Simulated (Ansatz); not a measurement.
Relaxed Ba (bcc, W type):

```
Ba
1.0
   -5.02000     5.02000     5.02000
    2.51000    -2.51000     2.51000
    2.51000     2.51000    -2.51000
Ba
2
Direct
  0.00000   0.00000   0.00000
  0.50000   0.00000   0.00000
```

A phonon eigenvector at N = (0.5, 0.0, 0.0) is frozen into this cell: atom i moves by Q times the vector below, so Q is the largest atomic displacement, in Å. The cell is held. (q is in reciprocal vectors of the primitive cell; the cell shown is doubled to hold the pattern.)

```tsv
atom	x	y	z
Ba1	0.000	-0.707	-0.707
Ba2	0.000	0.707	0.707
```

Calculation: PBE (plane waves to 420 eV, PAW, scalar-relativistic; Ansatz, a first-principles code). k mesh 13×13×13 (Γ-centred), Fermi-Dirac smearing 0.05 eV. E stands for the smeared free energy. With partly filled bands, energies and forces of such displacements shift with the k mesh and the smearing. Ba was relaxed with its symmetry unable to fall. The PAW data are Ansatz's earlier set. ΔE is measured from the undisplaced structure.

Predict the ΔE (eV/cell) and −dE/dQ from forces (eV/Å) at Q (Å) = -0.100, -0.067, -0.033, 0.017, 0.033.


| Q (Å) | ΔE (eV/cell) | −dE/dQ from forces (eV/Å) |
|---|---|---|
| -0.100 | 0.0281 | 0.563 |
| -0.067 | 0.0125 | 0.375 |
| -0.033 | 0.0031 | 0.187 |
| 0.017 | 0.0008 | -0.094 |
| 0.033 | 0.0031 | -0.187 |

(A displaced cell: forces are minus the slopes of the energy, force constants its curvatures, and phonons follow from these.)
